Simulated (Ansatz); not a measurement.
# TeS2, one cell by several methods

```xyz
3
Lattice="3.8345 0.0000 0.0000 -1.9172 3.3208 0.0000 0.0000 0.0000 6.7531" Properties=species:S:1:pos:R:3 pbc="T T T"
Te    0.0000    0.0000    0.0000
S     0.0000    2.2138    1.5432
S     1.9172    1.1069    5.2099
```

Atoms are numbered in the order listed.

The structure comes from a relaxation in the same program, started in the CdI2 type, and has space group P-3m1. Whether it is a known phase or the ground state wasn't checked.

Spin–orbit coupling is left out, though it moves levels of the heavy atoms by tenths of an eV or more.

All numbers are computed: DFT, PBE, PAW with Ansatz's default frozen-core files, scalar-relativistic (Ansatz 0.2.0); DFT, PBE, all-electron PAW with datasets made for the crystal, scalar-relativistic (Ansatz 0.2.0); DFT, PBE, all-electron LAPW, scalar-relativistic (Ansatz 0.2.0).

For PAW: a Γ-centred 11×11×6 k mesh, Fermi–Dirac smearing of 0.08 eV, cutoff 420 eV, no spin polarisation. The crystal-made all-electron datasets (AE datasets) take a cutoff of 180 eV at this cell. LAPW targets a basis error of 1 meV/atom. The Ansatz runs share mesh, smearing and spin set-up. Plane-wave (PAW) pressures include the program's estimate of the Pulay term.

Stress and pressure are positive in compression.

Spin–orbit coupling is left out, which moves gradients at and beside heavy atoms by some per cent and at worst by a factor of two.

Levels count from the top of the valence band.

| quantity | PAW | AE datasets | LAPW |
| --- | --- | --- | --- |
| pressure (GPa) | 0.00 | 0.00 | 0.00 |
| band gap (eV) | 0.467 | 0.470 | 0.470 |
| highest filled level at A (eV) | -0.454 | -0.453 | -0.453 |
| lowest empty level at A (eV) | 0.467 | 0.470 | 0.470 |
| highest filled level at L (eV) | -1.144 | -1.145 | -1.145 |
| lowest empty level at L (eV) | 2.179 | 2.181 | 2.181 |
| highest filled level at H (eV) | -0.039 | -0.040 | -0.040 |
| lowest empty level at H (eV) | 2.794 | 2.796 | 2.796 |
| field gradient Vzz at Te1 (10²¹ V/m²) | -0.41 | -0.33 | – |
| field gradient Vzz at S2 (10²¹ V/m²) | -1.02 | -1.01 | – |

PAW's pressure differs from the LAPW value by about 0.01 GPa or less.
